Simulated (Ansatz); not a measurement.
NaF:
```cif
data_F4Na4
_chemical_formula_sum 'Na4 F4'
_space_group_name_H-M_alt 'Fm-3m'
_space_group_IT_number 225
_space_group_name_Hall '-F 4 2 3'
_cell_length_a 4.50303
_cell_length_b 4.50303
_cell_length_c 4.50303
_cell_angle_alpha 90.000
_cell_angle_beta 90.000
_cell_angle_gamma 90.000
loop_
_atom_site_label
_atom_site_type_symbol
_atom_site_symmetry_multiplicity
_atom_site_Wyckoff_symbol
_atom_site_fract_x
_atom_site_fract_y
_atom_site_fract_z
_atom_site_occupancy
Na1 Na 4 a 0.00000 0.00000 0.00000 1
F1 F 4 b 0.50000 0.50000 0.50000 1
```
(The calculation used a cell of 2 atoms; values per cell refer to that cell.)

Relaxed with LDA.

Q: Decompose the optical modes at the zone centre into irreducible representations, and say which are infrared and Raman allowed.

A: Point group m-3m: Γ_opt = T1u. Infrared: T1u. Raman: none.

Q: Assign frequencies (DFPT, LDA in the plane-wave PAW code Ansatz; without the LO–TO term).

A: T1u 275 cm⁻¹.

The LDA relaxation kept the symmetry of its start; phonons on a q-mesh show no instability.

Potentials: the later of the program's two PAW sets.
